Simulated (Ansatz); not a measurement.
La$_{5}$Si$_{3}$ in space group I4/mcm (No. 140; La on 16l, La on 4c, Si on 8h, Si on 4a) under volume change, DFT-PBEsol in the program Ansatz with PAW potentials, shape and atoms relaxed at each volume.

| V (Å³/atom) | E − E(relaxed) (meV/atom) | P (GPa) |
|---|---|---|
| 24.192 | 46.8 | 6.81 |
| 24.989 | 19.6 | 4.17 |
| 25.787 | (withheld) | (withheld) |
| 26.584 | 0.0 | 0.00 |
| 27.382 | (withheld) | (withheld) |
| 28.179 | 15.7 | -2.97 |
| 28.977 | 33.3 | -4.09 |

Some entries are withheld; supply them.


- 25.787, E − E(relaxed) (meV/atom): 4.6
- 25.787, P (GPa): 1.92
- 27.382, E − E(relaxed) (meV/atom): 4.2
- 27.382, P (GPa): -1.63

What does a third-order Birch–Murnaghan fit give for V₀, B₀ and B′?

V₀ = 26.59 Å³/atom, B₀ = 58.2 GPa, B′ = 4.6.

The workflow started from a Materials Project entry (that database holds measured and hypothetical structures alike); the Crystallography Open Database files this formula in space group No. 140, but the cells were not matched. Its standing as an ambient phase is unchecked. Symmetry was held in the PBEsol relaxation; whether a distortion lowers the energy is not shown. The workflow began spin-polarised and lost its moments. Spin–orbit coupling is left out wherever it is not named.

Potentials: the later of the program's two PAW sets.
